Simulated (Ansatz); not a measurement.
Given:

Bi2Se3 (Bi2Te3 type, space group R-3m)

```
Bi2Se3
1.0
    2.04070     1.17820     9.22188
   -2.04070     1.17820     9.22188
    0.00000    -2.35639     9.22188
Bi Se
2 3
Direct
  0.40185   0.40185   0.40185
  0.59815   0.59815   0.59815
  0.00000   0.00000   0.00000
  0.20782   0.20782   0.20782
  0.79218   0.79218   0.79218
```

Two-dimensional scan of atom 1 (Bi, nearest neighbour Se at 2.835 Å; its periodic images, 4.1 Å or more away, move with it): u runs along (0.707, 0.707, 0.000), v along (0.000, 0.000, 1.000) (Cartesian). Cell and other atoms are fixed.

All values below come from PBEsol-D3(BJ) (plane waves to 420 eV, PAW, scalar-relativistic; Ansatz, a program for electronic structure). k mesh 8×8×8 (Γ-centred), Fermi-Dirac smearing 0.05 eV. E stands for the smeared free energy. With partly filled bands, energies and forces of such displacements shift with the k mesh and the smearing. At this level the bands of Bi2Se3 touch or barely overlap; measurements give the solid a gap. Bi2Se3 was relaxed with its symmetry unable to fall. Spin-orbit coupling is left out, though Bi is heavy. ΔE is measured from the undisplaced structure. Axes are in Å.

The scan covers u from -0.430 to 0.430 Å in 7 points and v from -0.430 to 0.430 Å in 7 points.

Question: Is the undisplaced position a minimum, a maximum or a saddle of this map?

Answer: A minimum.

Question: In which direction of the plane is the atom held most weakly?

Answer: Along u.

Question: What are the two principal curvatures of the energy at the centre?

Answer: 3.3 and 9.2 eV/Å².

(A displaced cell: forces are minus the slopes of the energy, force constants its curvatures, and phonons follow from these.)
